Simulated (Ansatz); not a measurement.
**Does relaxation matter for the field gradients of MoS2 with Zr replacing Mo?**

Start: a supercell of MoS2 (space group P6_3/mmc) built from a structure deposited in the COD, with all atoms left at the host's positions.

```cif
data_ZrMo17S36
_symmetry_space_group_name_H-M 'P-6m2'
_symmetry_Int_Tables_number 187
_cell_length_a 9.5070
_cell_length_b 9.5070
_cell_length_c 12.3240
_cell_angle_alpha 90.000
_cell_angle_beta 90.000
_cell_angle_gamma 120.000
loop_
_atom_site_label
_atom_site_type_symbol
_atom_site_symmetry_multiplicity
_atom_site_Wyckoff_symbol
_atom_site_fract_x
_atom_site_fract_y
_atom_site_fract_z
Zr Zr 1 a 0.0000 0.0000 0.0000
Mo2 Mo 6 l 0.0000 0.3333 0.0000
Mo6 Mo 1 c 0.3333 0.6667 0.0000
Mo8 Mo 1 e 0.6667 0.3333 0.0000
Mo10 Mo 3 k 0.1111 0.8889 0.5000
Mo12 Mo 3 k 0.1111 0.5556 0.5000
Mo14 Mo 3 k 0.4444 0.2222 0.5000
S19 S 2 g 0.0000 0.0000 0.3730
S20 S 12 o 0.0000 0.3333 0.3730
S24 S 2 h 0.3333 0.6667 0.3730
S26 S 2 i 0.6667 0.3333 0.3730
S28 S 6 n 0.1111 0.8889 0.8730
S30 S 6 n 0.1111 0.5556 0.8730
S32 S 6 n 0.4444 0.2222 0.8730
```

One atom of each set is listed.

Method: Kohn–Sham DFT in Ansatz, PBE, plane waves and PAW, scalar-relativistic, 420 eV cutoff, Γ-centred 3×3×2 k-points, Fermi–Dirac smearing 0.01 eV.

The largest force at the start is 1.5 eV/Å. Relaxing the ions at fixed cell moves them by 0.105 Å at most (atom 29, S) and 0.038 Å rms.

| site | moved (Å) | first shell before | first shell after | V_zz before (10²¹ V/m²) | η before |
| --- | --- | --- | --- | --- | --- |
| Zr | 0.000 | 6 S at 2.41 Å | 6 S at 2.50 Å | -8.59 | 0.00 |
| Mo2 | 0.036 | 6 S at 2.41 Å | 6 S at 2.38–2.41 Å | -6.22 | 0.63 |
| Mo6 | 0.000 | 6 S at 2.41 Å | 6 S at 2.40 Å | -6.69 | 0.00 |
| Mo8 | 0.000 | 6 S at 2.41 Å | 6 S at 2.40 Å | -6.71 | 0.00 |
| Mo10 | 0.000 | 6 S at 2.41 Å | 6 S at 2.41 Å | -7.39 | 0.00 |
| S19 | 0.004 | 3 Mo at 2.41 Å | 3 Mo at 2.41 Å | -5.19 | 0.00 |
| S26 | 0.004 | 3 Mo at 2.41 Å | 3 Mo at 2.41 Å | -4.95 | 0.00 |
| S28 | 0.105 | 2 Mo at 2.41 Å, 1 Zr at 2.41 Å | 2 Mo at 2.40 Å, 1 Zr at 2.50 Å | -8.18 | 0.49 |
| S30 | 0.008 | 3 Mo at 2.41 Å | 3 Mo at 2.38–2.40 Å | -4.60 | 0.04 |
| S32 | 0.017 | 3 Mo at 2.41 Å | 3 Mo at 2.40–2.41 Å | -4.73 | 0.17 |

Question: How do the gradients change?

Answer: 

```
site  V_zz after  η after  change of V_zz
  Zr       -4.90     0.00           +3.69
 Mo2       -6.66     0.64           -0.44
 Mo6       -6.08     0.00           +0.61
 Mo8       -7.06     0.00           -0.35
Mo10       -7.53     0.01           -0.14
 S19       -5.39     0.00           -0.20
 S26       -5.10     0.00           -0.15
 S28       -6.72     0.60           +1.46
 S30       -4.62     0.03           -0.02
 S32       -5.11     0.05           -0.38
```

The largest change of V_zz is on Zr, from -8.59 to -4.90. In per cent, |V_zz| changes by -43 on Zr, -9 to +7 on Mo, -18 to +8 on S (all sites that start above 2). The table leaves out 4 of the 14 sites, with |V_zz| up to 7.39; their tensors move by 0.13 at most along any direction. The statements above cover all sites.

The run isn't spin-polarised, and a state with spin may lie lower. The defect repeats with the cell of 54 atoms, so it feels its images: sites between two images don't show the values beside a lone defect, and zeros or small values of η there can come from the images' arrangement. Mo and S carry a gradient in the pure host already, so the values there aren't the defect's effect alone. The defect cell has no gap above 0.1 eV on its mesh, so the values can hang on the smearing and the k-mesh. Without spin–orbit coupling (the program notes it for Mo and Zr) the gradients can shift somewhat, as the gap is small.
Before: The neighbours have not yet relaxed around the defect (largest force 1.5 eV/Å), so a real crystal will differ.
After: The relaxation keeps the site symmetry -6m2 of the start, so the impurity can't leave its site; a distortion that would localise the partly filled state isn't explored.
